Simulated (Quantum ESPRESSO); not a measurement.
Simulation results for TaAl₂AgMoAu₃ (simulated cell)

Calculation on a made-up metal alloy cell, not a measurement: no spin or spin-orbit, unrelaxed, 2900 K smearing, stress positive in tension, cell energy less fitted offsets; periodic Kohn-Sham density functional theory in plane waves with PseudoDojo standard norm-conserving scalar-relativistic pseudopotentials, each functional with its own files (v0.5 for PBE, v0.4.1 for LDA and PBEsol), eight atoms on drawn sites of a strained close-packed or body-centred lattice, each displaced and held fixed; the energy is the cell's free energy, ions and the entropy term -TS included, at the stated Fermi-Dirac width, less a fixed offset for each atom's element (shifted free energy); compositions with an open d shell lost a parallel starting moment in a cheaper test run, and other magnetic orders were not tried; an error bar is the largest change of its kind in a tighter rerun, never given below 0.002 eV, 0.02 GPa or 0.003 eV/angstrom, and covers cutoff and k-mesh only, not smearing or the files. Program: Quantum ESPRESSO 7.5.

```cif
# cell vector a (Å): -2.1146 -4.1827 -1.9990
# cell vector b (Å): -4.1066 2.0063 2.0463
# cell vector c (Å): 0.0721 4.2311 -4.1668
data_TaAl2AgMoAu3
_symmetry_space_group_name_H-M 'P 1'
_symmetry_Int_Tables_number 1
_cell_length_a 5.0953
_cell_length_b 5.0077
_cell_length_c 5.9388
_cell_angle_alpha 90.643
_cell_angle_beta 108.338
_cell_angle_gamma 98.561
_cell_volume 141.96
loop_
_atom_site_label
_atom_site_type_symbol
_atom_site_fract_x
_atom_site_fract_y
_atom_site_fract_z
_atom_site_occupancy
Al1 Al 0.01510 0.99852 0.97727 1
Au1 Au 0.02560 0.01879 0.50350 1
Au2 Au 0.00718 0.47935 0.24216 1
Au3 Au 0.98180 0.51113 0.76030 1
Al2 Al 0.49928 0.25910 0.38014 1
Ta1 Ta 0.48788 0.26900 0.90325 1
Ag1 Ag 0.52841 0.73456 0.12761 1
Mo1 Mo 0.47140 0.73964 0.60502 1
_calc_lattice_type 'face-centred cubic'
_calc_functional 'pbe'
_calc_cutoff 1116  # eV
_calc_fermi_dirac_smearing 0.25  # eV
_calc_electrons_removed 0
_calc_run_command 'pw.x -nk 1 -in in'
_calc_run_processor 'AMD EPYC, Zen 5, virtual cores'
_calc_k_mesh '5 x 5 x 4 shifted half a step off Gamma on each axis'
_calc_entropy_term_negative_ts -1.189  # eV
_calc_pressure -2.47  # GPa
_calc_stress_xx 3.39  # GPa
_calc_stress_yy 2.23  # GPa
_calc_stress_zz 1.79  # GPa
_calc_stress_yz -1.29  # GPa
_calc_stress_xz -1.96  # GPa
_calc_stress_xy 0.76  # GPa
_calc_shifted_free_energy 0.574  # eV
```

Atoms:
```
atoms element  atom site  atom energy offset (eV)
           Al          1                   -63.26
           Au          2                 -4032.82
           Au          3                 -4032.82
           Au          4                 -4032.82
           Al          5                   -63.26
           Ta          6                 -1771.44
           Ag          7                 -4218.03
           Mo          8                 -1911.95
```

Forces:
```
site  x (eV/Å)  y (eV/Å)  z (eV/Å)
   1     0.682     0.585     0.364
   2     0.517     0.295    -0.042
   3    -0.111    -0.023    -0.045
   4     0.036      -0.1     0.391
   5     0.185     0.256    -0.754
   6     0.678    -2.718     1.362
   7    -1.223     1.068     0.313
   8    -0.764     0.638    -1.589
```

Notes: heavy elements are run without spin-orbit coupling, which real alloys of them have; a spin test at this wide smearing found no moment, but such smearing suppresses magnetism that the real alloy may have; lattice, volume and sites are drawn at random and may be unstable or far from any real phase; energies are for the whole cell, less offsets fitted to these runs, so they are not formation energies; error bars: energy 0.0087 eV, stress 0.09 GPa, force 0.0075 eV/Å, from a tighter rerun of a related cell, whose elements or sites may differ; 14 SCF iterations, 751 s of wall time on a shared machine.
